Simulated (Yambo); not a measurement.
Cs₂KCoF₆ (space group Fm-3m, No. 225), G0W0@LDA in Yambo; all else as in the reference (2×2×2 Γ-centred k mesh, bands 5 to 277 and a 7 Ry block in the screening, 277 bands in G with the Bruneval-Gonze terminator, plasmon pole fitted at 27.2 eV). One parameter is varied: the cutoff of the exchange sum, over 5, 10, 20, 40, 96 Ry.

From which value on does the gap X → X stay within 0.05 eV of the largest setting?

From 40 Ry on.
| cutoff of the exchange sum (Ry) | G0W0 gap (eV) | valence shift (eV) |
|---|---|---|
| 5 | 3.91 | 7.21 |
| 10 | 4.21 | 4.31 |
| 20 | 4.34 | 1.44 |
| 40 | 4.45 | -0.53 |
| 96 | 4.47 | -1.24 |
The last step of the sweep still moves the gap by 22 meV; the other settings are held fixed.

Geometry of the Materials Project entry, not relaxed at this level; primitive cell a = b = c = 6.3904 Å, α = β = γ = 60.00°.

The structure is a Materials Project entry; no match was found in the copy of COD used, and its stability was not checked.

The runs are not spin-polarised; magnetic order was not tried.

A shift is the quasiparticle energy of the state minus its LDA energy.
